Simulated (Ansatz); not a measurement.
HfCuGe:
```
CELL_PARAMETERS angstrom
     -1.88196     1.88196     6.72994
      1.88196    -1.88196     6.72994
      1.88196     1.88196    -6.72994
ATOMIC_POSITIONS crystal
  Hf 0.33055 0.33055 0.00000
  Hf 0.66945 0.66945 0.00000
  Cu 0.00000 0.50000 0.50000
  Cu 0.50000 0.00000 0.50000
  Ge 0.12696 0.12696 0.00000
  Ge 0.87304 0.87304 0.00000
```

Relaxed with r²SCAN. Special points in fractions of this cell's reciprocal vectors: Γ (0.000, 0.000, 0.000); X (0.000, 0.000, 0.500); P (0.250, 0.250, 0.250); N (0.000, 0.500, 0.000); M (0.500, 0.500, -0.500); S (0.270, 0.730, -0.270); S0 (-0.270, 0.270, 0.270); R (-0.039, 0.039, 0.500); G (0.500, 0.500, -0.039).

List the band energies nearest the Fermi level at these points for r²SCAN (plane waves, PAW; program Ansatz).

In eV from the Fermi level; about four levels below and three above (degenerate sets whole), none deeper than 8.9 eV; points with the same levels are listed once.

```tsv
k	below	above
Γ	-2.14 -1.76 -1.39 -1.39	0.34 1.15 1.15
X	-1.81 -1.59 -1.20 -1.19	1.17 3.32 3.40
P	-1.71 -1.71 -1.19 -1.19	1.68 3.30 3.34
N	-1.83 -1.75 -1.20 -0.71	1.73 2.26 2.90
M	-1.12 -1.03 -1.03 -0.12	1.02 1.02 1.24 1.24
S	-1.73 -1.40 -1.27 -1.16	1.89 2.10 2.73
R	-1.81 -1.40 -1.23 -1.18	1.23 3.02 3.43
```

Space group I4/mmm. The first step of the workflow began from a Materials Project structure, measured or hypothetical; the Crystallography Open Database copy checked does not list it. Whether it is the stable phase at ambient conditions was not checked. Symmetry was held in the r²SCAN relaxation; whether a distortion lowers the energy is not shown. The run is not spin-polarised. Spin–orbit coupling is left out wherever it is not named.

Potentials: the later of the program's two PAW sets.
